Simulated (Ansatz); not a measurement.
Input for Ansatz (plane-wave DFT, PAW):

```yaml
crystal:
  lattice:
    - [-1.901242, 1.901242, 8.4819]
    - [1.901242, -1.901242, 8.4819]
    - [1.901242, 1.901242, -8.4819]
  atoms:
    - { symbol: Se, position: [0.25, 0.75, 0.5] }
    - { symbol: Se, position: [0.75, 0.25, 0.5] }
    - { symbol: Se, position: [0.5, 0.5, 0.0] }
    - { symbol: Br, position: [0.0, 0.0, 0.0] }
basis:
  ecutwfc: 420
kpoints:
  mp_grid: { grid: [16, 16, 16] }
hamiltonian:
  xc: pbe
  dispersion: d3bj
scf:
  occupations: { method: gaussian, width: 0.1 }
output:
  forces: true
  stress: true
  eigenvalues: true
relax:
  adjacent_minimum: "off"
  f_tol: 0.005
  max_steps: 80
  cell: { stress_tol: 0.05 }
```

Command:
```bash
ansatz run input.yaml --threads 1 --pin off --max-ram 2560MiB --backend cpu --events-out ev --progress --plain --runs-dir out
```

The calculation used DFT PBE+D3(BJ), scalar-relativistic, plane waves, PAW in Ansatz 0.2.0.

Abridged output:

```
Pseudopotentials: kind: paw
Pseudopotential: Se, paw, valence charge 16, recommended cutoff 420 eV (normal)
Pseudopotential: Br, paw, valence charge 7, recommended cutoff 420 eV (normal)
Functional definition: PBE
Crystal: 4 atoms, lattice volume = 122.639 Å³
Basis set: ecut = 420 eV, 2417 PW (Γ), FFT grids on a1+a3, a2+a3, a3, exchange–correlation on 54×54×120 points (8 copies of the dense FFT grid, shifted against one another)
Bands: 33, of which v1, the nominal top of the filled ones, is band 28 counted from 1 (27 counted from 0)
Symmetry: 16 space group operations
Space group: I4/mmm (ITA 139), of the structure as read, at distance tolerance 5.0e-5 Å
k-points: 349 of 4096
Initial density: superposition of atomic densities (neutral atoms: chi_scale 0, normalization atom), corrected by the library's trained network
Initial wavefunctions: pseudopotential atomic-orbital guess
Functional: x = pbe(κ = 0.804, μ = 0.21951497), c = pbe(β = 0.06672455)
SCF iter   1: F=—  HF=-19190.274348 eV  |F-HF|=—  |Δ(HF+E_count)|=         —  Δρ=5.47e-3  dr2=1.74e-1  ethr=1.77e-3  ⟨swp⟩=5.9  Hψ=46099  notcnv=0
SCF iter   2: F=—  HF=-19190.257719 eV  |F-HF|=—  |Δ(HF+E_count)|=   1.66e-2  Δρ=1.22e-3  dr2=2.47e-3  ethr=3.16e-4  ⟨swp⟩=1.8  Hψ=14754  notcnv=0  defer=296
SCF iter   3: F=—  HF=-19190.257288 eV  |F-HF|=—  |Δ(HF+E_count)|=   4.30e-4  Δρ=4.22e-4  dr2=2.06e-4  ethr=4.49e-6  ⟨swp⟩=2.0  Hψ=15147  notcnv=0  defer=296
SCF iter   4: F=—  HF=-19190.257226 eV  |F-HF|=—  |Δ(HF+E_count)|=   6.30e-5  Δρ=7.62e-5  dr2=1.13e-5  ethr=3.75e-7  ⟨swp⟩=2.0  Hψ=15973  notcnv=0  defer=296
SCF iter   5: F=—  HF=-19190.257187 eV  |F-HF|=—  |Δ(HF+E_count)|=   3.84e-5  Δρ=1.65e-5  dr2=7.23e-7  ethr=2.05e-8  ⟨swp⟩=2.0  Hψ=17758  notcnv=0  defer=296
SCF iter   6: F=-19190.257187 eV  HF=-19190.257187 eV  |F-HF|=1.88e-9  |Δ(HF+E_count)|=   5.30e-7  Δρ=4.47e-6  dr2=2.08e-8  ethr=1.82e-10  ⟨swp⟩=8.8  Hψ=61470  notcnv=0
SCF 1 converged in 6 iterations: F = -19190.257187 eV  dr2 = 2.08e-8
relax step   1: F+E_penalty+E_count = -19190.25718659 eV  Δ(F+E_penalty+E_count) = +0.000e0 eV  max|allowed force component| = 2.033e-20 eV/Å  Δτ_max = 0.0000 Å  P = -1.368 GPa  Ω = 122.639 Å³  (6 SCF iters, dr2 threshold 1.00e-7 eV, accepted)
Crystal: 4 atoms, lattice volume = 114.175 Å³
Basis set: ecut = 420 eV, 2215 PW (Γ), FFT grids on a1+a3, a2+a3, a3, exchange–correlation on 54×54×120 points (8 copies of the dense FFT grid, shifted against one another)
Initial density: handed on by an earlier stage of this run
Initial wavefunctions: those handed on with the density
SCF iter   1: F=—  HF=-19190.328653 eV  |F-HF|=—  |Δ(HF+E_count)|=         —  Δρ=2.64e-3  dr2=5.23e-2  ethr=9.34e-5  ⟨swp⟩=2.2  Hψ=63039  notcnv=0
SCF iter   2: F=—  HF=-19190.322955 eV  |F-HF|=—  |Δ(HF+E_count)|=   5.70e-3  Δρ=5.72e-4  dr2=7.18e-4  ethr=9.34e-5  ⟨swp⟩=1.0  Hψ=11517  notcnv=0
SCF iter   3: F=—  HF=-19190.323014 eV  |F-HF|=—  |Δ(HF+E_count)|=   5.91e-5  Δρ=1.35e-4  dr2=4.01e-5  ethr=1.31e-6  ⟨swp⟩=2.0  Hψ=15361  notcnv=0
SCF iter   4: F=—  HF=-19190.322997 eV  |F-HF|=—  |Δ(HF+E_count)|=   1.68e-5  Δρ=3.17e-5  dr2=2.47e-6  ethr=7.29e-8  ⟨swp⟩=2.0  Hψ=15558  notcnv=0
SCF iter   5: F=-19190.322997 eV  HF=-19190.322997 eV  |F-HF|=1.19e-7  |Δ(HF+E_count)|=   1.90e-7  Δρ=8.51e-6  dr2=6.29e-8  ethr=7.27e-10  ⟨swp⟩=8.8  Hψ=63382  notcnv=0
SCF 2 converged in 5 iterations: F = -19190.322997 eV  dr2 = 6.29e-8
relax step   2: F+E_penalty+E_count = -19190.32299703 eV  Δ(F+E_penalty+E_count) = -6.581e-2 eV  max|allowed force component| = 5.421e-20 eV/Å  Δτ_max = 0.0000 Å  P = -0.063 GPa  Ω = 114.175 Å³  energy of the carried Pulay correction = +4.480e-4 eV  (5 SCF iters, dr2 threshold 4.00e-7 eV, accepted)
Crystal: 4 atoms, lattice volume = 108.731 Å³
Basis set: ecut = 420 eV, 2125 PW (Γ), FFT grids on a1+a3, a2+a3, a3, exchange–correlation on 54×54×120 points (8 copies of the dense FFT grid, shifted against one another)
SCF iter   1: F=—  HF=-19190.381105 eV  |F-HF|=—  |Δ(HF+E_count)|=         —  Δρ=2.05e-3  dr2=1.81e-2  ethr=3.23e-5  ⟨swp⟩=2.0  Hψ=69434  notcnv=0
SCF iter   2: F=—  HF=-19190.378597 eV  |F-HF|=—  |Δ(HF+E_count)|=   2.51e-3  Δρ=5.11e-4  dr2=3.05e-4  ethr=3.23e-5  ⟨swp⟩=2.0  Hψ=13982  notcnv=0
SCF iter   3: F=—  HF=-19190.378702 eV  |F-HF|=—  |Δ(HF+E_count)|=   1.06e-4  Δρ=1.39e-4  dr2=3.87e-5  ethr=5.54e-7  ⟨swp⟩=2.0  Hψ=21079  notcnv=0
SCF iter   4: F=—  HF=-19190.378652 eV  |F-HF|=—  |Δ(HF+E_count)|=   5.01e-5  Δρ=4.31e-5  dr2=3.17e-6  ethr=7.04e-8  ⟨swp⟩=2.0  Hψ=21093  notcnv=0
SCF iter   5: F=-19190.378653 eV  HF=-19190.378653 eV  |F-HF|=1.54e-7  |Δ(HF+E_count)|=   9.15e-7  Δρ=1.04e-5  dr2=8.12e-8  ethr=7.27e-10  ⟨swp⟩=8.0  Hψ=63805  notcnv=0
SCF 3 converged in 5 iterations: F = -19190.378653 eV  dr2 = 8.12e-8
relax step   3: F+E_penalty+E_count = -19190.37865316 eV  Δ(F+E_penalty+E_count) = -5.566e-2 eV  max|allowed force component| = 1.355e-19 eV/Å  Δτ_max = 0.0000 Å  P = -0.269 GPa  Ω = 108.731 Å³  energy of the carried Pulay correction = +7.337e-4 eV  (5 SCF iters, dr2 threshold 4.00e-7 eV, accepted)
Crystal: 4 atoms, lattice volume = 102.966 Å³
Basis set: ecut = 420 eV, 1981 PW (Γ), FFT grids on a1+a3, a2+a3, a3, exchange–correlation on 54×54×120 points (8 copies of the dense FFT grid, shifted against one another)
SCF iter   1: F=—  HF=-19190.412988 eV  |F-HF|=—  |Δ(HF+E_count)|=         —  Δρ=2.24e-3  dr2=2.06e-2  ethr=3.67e-5  ⟨swp⟩=2.0  Hψ=67698  notcnv=0
SCF iter   2: F=—  HF=-19190.411058 eV  |F-HF|=—  |Δ(HF+E_count)|=   1.93e-3  Δρ=1.15e-3  dr2=4.64e-3  ethr=3.67e-5  ⟨swp⟩=1.0  Hψ=11517  notcnv=0
SCF iter   3: F=—  HF=-19190.410362 eV  |F-HF|=—  |Δ(HF+E_count)|=   6.96e-4  Δρ=4.54e-4  dr2=8.13e-4  ethr=8.44e-6  ⟨swp⟩=2.6  Hψ=17498  notcnv=0
SCF iter   4: F=—  HF=-19190.410211 eV  |F-HF|=—  |Δ(HF+E_count)|=   1.51e-4  Δρ=2.40e-4  dr2=1.28e-4  ethr=1.48e-6  ⟨swp⟩=2.0  Hψ=18087  notcnv=0
SCF iter   5: F=—  HF=-19190.410191 eV  |F-HF|=—  |Δ(HF+E_count)|=   1.98e-5  Δρ=1.16e-4  dr2=1.61e-5  ethr=2.33e-7  ⟨swp⟩=2.0  Hψ=20967  notcnv=0
SCF iter   6: F=—  HF=-19190.410200 eV  |F-HF|=—  |Δ(HF+E_count)|=   9.14e-6  Δρ=4.24e-5  dr2=2.52e-6  ethr=2.92e-8  ⟨swp⟩=2.0  Hψ=21058  notcnv=0
SCF iter   7: F=-19190.410202 eV  HF=-19190.410201 eV  |F-HF|=2.36e-7  |Δ(HF+E_count)|=   1.46e-6  Δρ=1.21e-5  dr2=1.58e-7  ethr=7.27e-10  ⟨swp⟩=5.1  Hψ=63106  notcnv=0
SCF 4 converged in 7 iterations: F = -19190.410202 eV  dr2 = 1.58e-7
relax step   4: F+E_penalty+E_count = -19190.41020165 eV  Δ(F+E_penalty+E_count) = -3.155e-2 eV  max|allowed force component| = 2.168e-19 eV/Å  Δτ_max = 0.0000 Å  P = -0.091 GPa  Ω = 102.966 Å³  energy of the carried Pulay correction = +1.060e-3 eV  (7 SCF iters, dr2 threshold 4.00e-7 eV, accepted)
Crystal: 4 atoms, lattice volume = 101.773 Å³
Basis set: ecut = 420 eV, 1979 PW (Γ), FFT grids on a1+a3, a2+a3, a3, exchange–correlation on 54×54×120 points (8 copies of the dense FFT grid, shifted against one another)
SCF iter   1: F=—  HF=-19190.411680 eV  |F-HF|=—  |Δ(HF+E_count)|=         —  Δρ=4.74e-4  dr2=8.96e-4  ethr=1.66e-6  ⟨swp⟩=2.4  Hψ=63893  notcnv=0
SCF iter   2: F=—  HF=-19190.411595 eV  |F-HF|=—  |Δ(HF+E_count)|=   8.48e-5  Δρ=2.51e-4  dr2=2.30e-4  ethr=1.63e-6  ⟨swp⟩=1.0  Hψ=11517  notcnv=0
SCF iter   3: F=—  HF=-19190.411546 eV  |F-HF|=—  |Δ(HF+E_count)|=   4.92e-5  Δρ=9.67e-5  dr2=3.75e-5  ethr=4.18e-7  ⟨swp⟩=2.6  Hψ=19540  notcnv=0
SCF iter   4: F=—  HF=-19190.411539 eV  |F-HF|=—  |Δ(HF+E_count)|=   6.96e-6  Δρ=5.45e-5  dr2=5.73e-6  ethr=6.82e-8  ⟨swp⟩=2.2  Hψ=20454  notcnv=0
SCF iter   5: F=—  HF=-19190.411539 eV  |F-HF|=—  |Δ(HF+E_count)|=   1.23e-8  Δρ=2.21e-5  dr2=7.48e-7  ethr=1.04e-8  ⟨swp⟩=2.0  Hψ=16025  notcnv=0
SCF iter   6: F=-19190.411539 eV  HF=-19190.411539 eV  |F-HF|=2.62e-8  |Δ(HF+E_count)|=   3.91e-7  Δρ=5.60e-6  dr2=3.71e-8  ethr=4.44e-10  ⟨swp⟩=6.8  Hψ=57449  notcnv=0
SCF 5 converged in 6 iterations: F = -19190.411539 eV  dr2 = 3.71e-8
relax step   5: F+E_penalty+E_count = -19190.41153896 eV  Δ(F+E_penalty+E_count) = -1.337e-3 eV  max|allowed force component| = 3.524e-19 eV/Å  Δτ_max = 0.0000 Å  P = -0.009 GPa  Ω = 101.773 Å³  energy of the carried Pulay correction = +1.130e-3 eV  (6 SCF iters, dr2 threshold 2.44e-7 eV, accepted)
Basis set: ecut = 420 eV, 1979 PW (Γ), FFT grids on a1+a3, a2+a3, a3, exchange–correlation on 54×54×108 points (8 copies of the dense FFT grid, shifted against one another)
Initial wavefunctions: pseudopotential atomic-orbital guess (no wavefunctions were taken with the density)
SCF iter   1: F=—  HF=-19190.410606 eV  |F-HF|=—  |Δ(HF+E_count)|=         —  Δρ=6.30e-5  dr2=5.14e-7  ethr=6.02e-8  ⟨swp⟩=3.9  Hψ=81035  notcnv=0
SCF iter   2: F=—  HF=-19190.410603 eV  |F-HF|=—  |Δ(HF+E_count)|=   3.74e-6  Δρ=3.55e-5  dr2=2.56e-7  ethr=9.34e-10  ⟨swp⟩=2.0  Hψ=21103  notcnv=0
SCF iter   3: F=—  HF=-19190.410604 eV  |F-HF|=—  |Δ(HF+E_count)|=   1.06e-6  Δρ=1.19e-5  dr2=4.44e-8  ethr=4.65e-10  ⟨swp⟩=2.0  Hψ=15514  notcnv=0
SCF iter   4: F=—  HF=-19190.410604 eV  |F-HF|=—  |Δ(HF+E_count)|=   9.71e-8  Δρ=1.77e-6  dr2=4.81e-9  ethr=8.08e-11  ⟨swp⟩=2.0  Hψ=15531  notcnv=0
SCF iter   5: F=—  HF=-19190.410604 eV  |F-HF|=—  |Δ(HF+E_count)|=   1.14e-9  Δρ=5.52e-7  dr2=9.64e-10  ethr=8.74e-12  ⟨swp⟩=2.0  Hψ=15441  notcnv=0
SCF iter   6: F=—  HF=-19190.410604 eV  |F-HF|=—  |Δ(HF+E_count)|=  2.80e-10  Δρ=2.58e-7  dr2=1.03e-10  ethr=1.75e-12  ⟨swp⟩=2.0  Hψ=18267  notcnv=0
SCF iter   7: F=-19190.410604 eV  HF=-19190.410604 eV  |F-HF|=2.91e-11  |Δ(HF+E_count)|=  2.18e-11  Δρ=9.78e-8  dr2=2.93e-11  ethr=1.00e-12  ⟨swp⟩=5.0  Hψ=44124  notcnv=0
SCF 6 converged in 7 iterations: F = -19190.410604 eV  dr2 = 2.93e-11
SCF converged after 7 iterations
Free energy (F): -19190.410604 eV
Harris-Foulkes:  -19190.410604 eV  (|F-HF|=2.91e-11)
Internal energy: -19190.399371 eV  (E = F + TS)
E sigma→0 (E₀):  -19190.404987 eV
Entropy (-TS):   -0.011232 eV (-2.808 meV/atom)
Fermi energy:    6.988285 eV
--- Per-component energies (eV) ---
  E_band       = -1210.058328
  E_kinetic    = 482.699055
  E_local      = -8061.461175  (includes V_loc(G=0)·N_el)
  E_nonlocal   = -1712.230571
  E_hartree    = 3917.391920
  E_xc         = -573.382987
  E_vxc        = -393.386149  (∫ρ·V_xc dr)
  E_paw        = -7983.576420  (= ΣΔE_a)
  E_vpaw       = 639.538779  (= ΣTr[D̂ρ^β])
  E_aug_tail   = -0.001842  (compensation charges beyond the density's cutoff)
  E_ewald      = -5258.541414
  E_disp       = -1.295936  (pairwise vdW)
  E_smearing   = -0.011232  (= −TS)
--- Forces (eV/Å), atoms counted from 1 ---
  atom   1  Se     0.00000000     0.00000000     0.00000000
  atom   2  Se     0.00000000     0.00000000     0.00000000
  atom   3  Se     0.00000000     0.00000000     0.00000000
  atom   4  Br     0.00000000     0.00000000     0.00000000
--- Stress (GPa, compression-positive) ---
       -0.003146       0.000000       0.000000
        0.000000      -0.003146       0.000000
        0.000000       0.000000      -0.024011
  P = ⅓ Tr σ = -0.0101 GPa (-0.101 kbar)
--- Band table (eV; the first three rows and the last of 349) ---
  k-point 0: bands = ["-41.1105", "-41.0892", "-41.0633", "-41.0400", "-40.9202", "-40.9202", "-40.9085", "-40.9085", "-40.9079", "-40.9070", "-40.8766", "-40.8508", "-40.6678", "-40.6678", "-40.5903", "-9.9884", "-8.1766", "-3.8693", "-2.4113", "1.7570", "1.9525", "1.9525", "2.9712", "2.9712", "4.4705", "7.3732", "8.1340", "9.5652", "9.5652", "10.7835", "10.7835", "11.5068", "11.6002"]
  k-point 1: bands = ["-41.1092", "-41.0887", "-41.0638", "-41.0414", "-40.9202", "-40.9197", "-40.9090", "-40.9085", "-40.9079", "-40.9070", "-40.8761", "-40.8513", "-40.6678", "-40.6678", "-40.5903", "-9.9368", "-8.1079", "-4.0329", "-2.6265", "1.8243", "1.8423", "2.2668", "2.8377", "3.3378", "4.5186", "7.2896", "8.0230", "8.9007", "9.6021", "10.0304", "10.8383", "11.7620", "11.7928"]
  k-point 2: bands = ["-41.1054", "-41.0871", "-41.0651", "-41.0453", "-40.9204", "-40.9183", "-40.9104", "-40.9084", "-40.9078", "-40.9070", "-40.8746", "-40.8526", "-40.6678", "-40.6678", "-40.5902", "-9.7875", "-7.9037", "-4.4231", "-3.1358", "1.5509", "2.0226", "2.4933", "3.0927", "4.2979", "4.6541", "7.0650", "7.4535", "7.7217", "8.4285", "9.7186", "10.9992", "12.0369", "12.5012"]
  k-point 348: bands = ["-41.1105", "-41.0892", "-41.0633", "-41.0400", "-40.9202", "-40.9202", "-40.9085", "-40.9085", "-40.9079", "-40.9070", "-40.8766", "-40.8508", "-40.6678", "-40.6678", "-40.5903", "-9.9793", "-8.1970", "-3.8738", "-2.4116", "1.9348", "1.9348", "2.5540", "2.9987", "2.9987", "3.2851", "7.3087", "8.1959", "9.5744", "9.5744", "10.7713", "10.7713", "11.3003", "11.4341"]
--- Relaxed structure (5 steps of the walk, 5 accepted, 1 SCFs on fresh bases) ---
  F+E_penalty+E_count = -19190.41060371 eV   max|allowed force component| = 3.253e-19 eV/Å   (the final SCF, on the basis selected at the relaxed cell)
  cell:  # Å, volume = 101.7730 Å³
    - [-1.88604564, 1.88604564, 7.15267254]
    - [1.88604564, -1.88604564, 7.15267254]
    - [1.88604564, 1.88604564, -7.15267254]
  atoms:
    - { symbol: Se, position: [0.24999999, 0.75000000, 0.50000000] }
    - { symbol: Se, position: [0.75000000, 0.24999999, 0.50000000] }
    - { symbol: Se, position: [0.5, 0.5, 0.0] }
    - { symbol: Br, position: [0.0, 0.0, 0.0] }
```

The relaxation met its thresholds.

The run took 8.3 min on 1 thread of Arm Neoverse V1, on a shared host, peak memory 1.1 GiB.

Spin polarisation was left out, and a magnetic state may lie lower.